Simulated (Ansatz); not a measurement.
# ZrCd: ab initio molecular dynamics

Level of theory: DFT PBEsol, scalar-relativistic, plane waves, PAW in Ansatz. Settings: plane waves to 420 eV, k-mesh 4×4×2 (shifted by 0.5, 0.5, 0.5 steps), Fermi–Dirac smearing 0.078 eV. The mesh is coarse. No spin polarisation.

20 atoms, starting at 1.02 times the perfect crystal's volume (space group P4/nmm); Langevin thermostat at 900 K (friction 0.02 fs⁻¹), fixed cell; 33 steps of 3 fs. The run is short and not equilibrated. The crystal has no gap, and so coarse a mesh can leave errors of tens of meV/atom and of a GPa or more.

First frame:

```xyz
20
Lattice="-3.1020 6.2040 0.0000 -6.2040 -3.1020 0.0000 0.0000 0.0000 8.9207" Properties=species:S:1:pos:R:3 pbc="T T T"
Zr   -3.2084    1.5975    7.7728
Zr   -3.0551    4.7154    7.8012
Zr   -6.3040   -1.5798    7.7384
Zr   -6.2167    1.6271    7.6286
Zr   -3.1417   -1.4865    7.7578
Zr   -4.7754    3.1201    1.1736
Zr   -1.5576   -0.0620    1.0746
Zr   -1.6750    2.9953    1.2343
Zr   -7.7661    3.0900    1.1657
Zr   -4.7399   -0.0131    1.0842
Cd   -3.2318    1.3934    3.4997
Cd   -3.0818    4.5237    3.3233
Cd   -6.2754   -1.4778    3.2830
Cd   -6.2155    1.5374    3.4206
Cd   -6.2108    4.5150    3.3583
Cd   -4.6313   -0.0285    5.4867
Cd   -4.4957    3.1647    5.4232
Cd   -1.4705   -0.0691    5.5141
Cd   -7.6717    0.0191    5.5606
Cd   -7.7862    3.1318    5.4080
```

- Mean temperature over the second half: 696 K
- Mean pressure over the second half (kinetic part included): 0.5 GPa
- Mean potential energy above the perfect crystal (relaxed, at volume ratio 1; besides heat the difference comes from the volume, 2 % larger; the free energy holds the electrons' entropy): 98 meV/atom
- Mean-square drift of Cd from first to last step (mean shift of all atoms removed): 0.09 Å²
- Mean-square drift of Zr from first to last step (mean shift of all atoms removed): 0.04 Å²

Pair distribution functions g(r), second half of the run, up to half the cell's height:

```csv
r (Å),Cd-Cd,Cd-Zr,Zr-Zr
2.55,0.0,0.0,0.0
2.65,1.3,0.0,0.0
2.75,1.6,0.0,0.3
2.85,3.6,0.3,1.4
2.95,4.6,1.9,2.4
3.05,7.0,3.0,6.8
3.15,5.8,4.1,7.9
3.25,2.5,2.3,4.9
3.35,2.3,1.0,2.3
```

Along the run (potential energy from its first value; pressure with the kinetic part):

```csv
t (fs),T (K),ΔE_pot (meV/atom),P (GPa)
0.0,855,0.0,-0.7
3.0,820,1.0,-0.7
6.0,697,2.3,-0.8
9.0,746,3.8,-0.8
12.0,871,6.0,-0.7
15.0,901,8.9,-0.7
18.0,846,12.1,-0.7
21.0,890,15.3,-0.6
24.0,733,18.5,-0.7
27.0,808,20.8,-0.6
30.0,887,22.9,-0.5
33.0,1042,25.9,-0.4
36.0,1028,29.7,-0.3
39.0,793,33.6,-0.4
42.0,835,36.8,-0.3
45.0,766,39.9,-0.3
48.0,843,43.0,-0.2
51.0,718,46.3,-0.2
54.0,666,49.2,-0.1
57.0,726,52.3,0.0
60.0,664,55.5,0.1
63.0,667,58.8,0.2
66.0,632,61.9,0.3
69.0,694,63.9,0.4
72.0,765,65.3,0.5
75.0,714,67.0,0.6
78.0,686,68.8,0.6
81.0,668,70.5,0.7
84.0,638,72.4,0.8
87.0,685,74.0,0.9
90.0,683,74.6,0.9
93.0,707,74.3,0.9
96.0,718,74.5,0.9
99.0,806,75.5,1.0
```

Cost: 1 run of about 40 core-minutes (earlier runs that led there not counted), on Intel Xeon Platinum 8488C (Sapphire Rapids) (shared hosts).